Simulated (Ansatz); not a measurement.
An element in the bcc structure gives these cold pressures by all-electron LAPW under PBEsol (Ansatz 0.2.0, scalar-relativistic, no spin polarisation).

| V (Å³/atom) | P (GPa) |
| --- | --- |
| 27.06 | 0.01 |
| 25.71 | 3.72 |
| 23.00 | 15.36 |
| 20.29 | 36.1 |
| 17.59 | 75.5 |
| 14.88 | 153.6 |
| 12.18 | 321.5 |
| 10.82 | 477.8 |

Task: Which element is it?

Result: Te. Its zero-pressure volume in this structure is near 27.1 Å³/atom; the volume and the steepness of P(V) together point to it, though neighbours can come close. Other candidates weren't computed, and some may come near.
